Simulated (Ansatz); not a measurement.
CdSe:
Space group P6₃mc (No. 186); a = b = 4.340 Å, c = 7.078 Å, α = β = 90.00°, γ = 120.00°

```csv
atom,site,symmetry,x,y,z
Cd,2b,3m.,0.6667,0.3333,0.0006
Se,2b,3m.,0.3333,0.6667,0.1246
```

Relaxed with r²SCAN. 

Q: HSE06 on this cell (Ansatz, a first-principles code, PAW) gives a gap of 1.54 eV. What does r²SCAN give?

A: 1.10 eV.

Cost on shared cores: the r²SCAN run (SCF on a 7×7×4 mesh, then bands and DOS) very roughly 2.4 core-minutes, the HSE06 run (SCF on 6×6×3, then a few points) about 2.5 core-minutes (a rough figure); the tasks are unlike.

Space group P6_3mc (wurtzite). Symmetry was held in the r²SCAN relaxation. Spin–orbit coupling is left out wherever it is not named.

Potentials: the later of the program's two PAW sets.

Ansatz is a plane-wave DFT program.
